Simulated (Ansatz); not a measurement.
**From the elastic tensor of Ta₃W₂ to moduli and sound speeds**

These are results of DFT PBE, scalar-relativistic, plane waves, PAW (Ansatz 0.2.0), not measurements. Settings: 420 eV plane-wave cutoff, Γ-centred 16×16×16 mesh, Fermi-Dirac smearing of 0.15 eV. No spin polarisation.

Space group I4/mmm (No. 139), tetragonal, a = 3.256 Å, c = 16.326 Å. Around Ta on a site of symmetry 4mm lie 4 W at 2.79 Å, 4 Ta at 2.89 Å, 5 Ta at 3.21–3.26 Å and 1 W at 3.33 Å; Ta on a site of symmetry 4/mmm is surrounded by 8 W at 2.82 Å and 6 Ta at 3.21–3.26 Å; W has 8 Ta at 2.79–2.82 Å, 5 W at 3.26 Å and 1 Ta at 3.33 Å.

The cell was found from a structure generator's guess, not taken from experiment. In a metal, frequencies and elastic constants depend on the k mesh and the smearing, soft modes and shear constants most. Spin–orbit coupling is left out, which matters for heavy elements.

Relaxed-ion constants (GPa, on the Cartesian axes of the calculation):
```
346.8 171.5 175.2   0.0   0.0   0.0
171.5 346.8 175.2   0.0   0.0   0.0
175.2 175.2 339.7   0.0   0.0   0.0
  0.0   0.0   0.0  69.9   0.0   0.0
  0.0   0.0   0.0   0.0  69.9   0.0
  0.0   0.0   0.0   0.0   0.0  68.9
```

Density 17.467 g/cm³; 5 atoms in 86.56 Å³.

With S = C⁻¹: B_V = (C11+C22+C33+2(C12+C13+C23))/9, G_V = (C11+C22+C33−C12−C13−C23+3(C44+C55+C66))/15, 1/B_R = S11+S22+S33+2(S12+S13+S23), 15/G_R = 4(S11+S22+S33−S12−S13−S23)+3(S44+S55+S66); Hill is their mean. Then v_l = √((B+4G/3)/ρ), v_t = √(G/ρ), v_m = [(2/v_t³+1/v_l³)/3]^(−1/3) and Θ = (ħ/k_B)·v_m·(6π²n/V)^(1/3) for n atoms in the volume V; E = 9BG/(3B+G), ν = (3B−2G)/(2(3B+G)) and A^U = 5G_V/G_R + B_V/B_R − 6.

| Quantity | Value |
| --- | --- |
| Bulk modulus, Voigt / Reuss / Hill | 230.8 / 230.8 / 230.8 GPa |
| Shear modulus, Voigt / Reuss / Hill | 75.8 / 75.1 / 75.5 GPa |
| Young's modulus | 204 GPa |
| Poisson ratio | 0.353 |
| Pugh ratio B/G | 3.06 (over 1.75, the rule of thumb for ductile) |
| Universal anisotropy index | 0.05 |
| Longitudinal and transverse sound speeds | 4356 and 2079 m/s |
| Debye temperature from the mean sound speed | 269 K |
